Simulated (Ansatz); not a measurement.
The relaxed structure here is a generated cell of HfO2: the first start was made by placing the elements on the sites of a structure type, and the end was not matched to a known phase here, so it may be hypothetical. Known forms of HfO2 include space group No. 14, 29, 137, 225.

A relaxed structure of HfO$_{2}$. Space group Fd-3m (No. 227), AFLOW prototype AB2_cF48_227_c_e (as in Ti2C). All values below come from PBE (plane waves to 420 eV, PAW, scalar-relativistic; Ansatz, a quantum-chemistry and plane-wave program).

```cif
data_Hf16O32
_chemical_formula_sum 'Hf16 O32'
_space_group_name_H-M_alt 'Fd-3m :1'
_space_group_IT_number 227
_space_group_name_Hall 'F 4d 2 3 -1d'
_cell_length_a 9.12357
_cell_length_b 9.12357
_cell_length_c 9.12357
_cell_angle_alpha 90.000
_cell_angle_beta 90.000
_cell_angle_gamma 90.000
loop_
_atom_site_label
_atom_site_type_symbol
_atom_site_symmetry_multiplicity
_atom_site_Wyckoff_symbol
_atom_site_fract_x
_atom_site_fract_y
_atom_site_fract_z
_atom_site_occupancy
Hf1 Hf 16 c 0.12500 0.12500 0.12500 1
O1 O 32 e 0.35535 0.35535 0.35535 1
```
(The calculation used a cell of 12 atoms; values per cell refer to that cell.)

| Property | Value |
|---|---|
| Volume per atom | 15.82 Å³ |
| Band gap | 3.37 eV, indirect (valence top at L, conduction bottom at Γ) (no spin-orbit coupling) |
| Smallest direct gap | 3.43 eV at Γ |
| Shortest distances | Hf–O 2.12 Å; O–O 2.72 Å; Hf–Hf 3.23 Å |
| k-mesh | 5×5×5 |

Band energies at high-symmetry points (eV from the VBM; labels of this space group; no spin-orbit coupling), from −5 eV up to 8.4 eV:

| point | energies |
|---|---|
| Γ | -4.43 -4.00 -4.00 -4.00 -3.65 -3.65 -2.55 -2.55 -2.55 -1.93 -1.93 -1.88 -1.05 -1.05 -1.05 -0.83 -0.83 -0.83 -0.65 -0.65 -0.65 -0.06 -0.06 -0.06 3.37 3.37 4.83 5.88 5.88 5.88 6.16 6.16 6.16 6.88 7.21 7.21 7.21 |
| X | -3.45 -3.45 -3.25 -3.25 -3.01 -3.01 -2.94 -2.94 -2.46 -2.46 -2.23 -2.23 -1.97 -1.97 -1.57 -1.57 -1.29 -1.29 -0.55 -0.55 -0.43 -0.43 -0.14 -0.14 4.72 4.72 5.34 5.34 5.85 5.85 6.21 6.21 6.22 6.22 6.68 6.68 7.50 7.50 |
| U | -3.45 -3.31 -3.24 -3.21 -3.12 -3.07 -2.95 -2.93 -2.61 -2.55 -2.42 -2.05 -1.94 -1.94 -1.75 -1.37 -1.35 -0.89 -0.74 -0.47 -0.39 -0.38 -0.34 -0.10 4.64 4.97 5.07 5.46 5.67 5.82 6.19 6.22 6.31 6.39 6.53 6.75 7.79 7.81 |
| K | -3.45 -3.31 -3.24 -3.21 -3.12 -3.07 -2.95 -2.93 -2.61 -2.55 -2.42 -2.05 -1.94 -1.94 -1.75 -1.37 -1.35 -0.89 -0.74 -0.47 -0.39 -0.38 -0.34 -0.10 4.64 4.97 5.07 5.46 5.67 5.82 6.19 6.22 6.31 6.39 6.53 6.75 7.79 7.81 |
| L | -3.76 -3.62 -3.62 -3.29 -3.29 -2.77 -2.76 -2.67 -2.67 -2.65 -2.17 -2.06 -2.06 -1.87 -1.87 -1.00 -0.97 -0.97 -0.67 -0.48 -0.48 -0.48 0.00 0.00 4.23 4.23 5.24 5.74 5.74 6.01 6.11 6.11 6.23 6.51 6.51 7.21 8.18 |
| W | -3.26 -3.26 -3.19 -3.19 -3.14 -3.14 -3.00 -3.00 -2.68 -2.68 -2.16 -2.16 -1.89 -1.89 -1.75 -1.75 -1.00 -1.00 -0.65 -0.65 -0.30 -0.30 -0.30 -0.30 4.94 4.94 5.12 5.12 5.78 5.78 6.21 6.21 6.35 6.35 6.61 6.61 7.87 7.87 |

No spin polarisation in the result.

The run could not lose the symmetry of its start, so the end can be a saddle point.
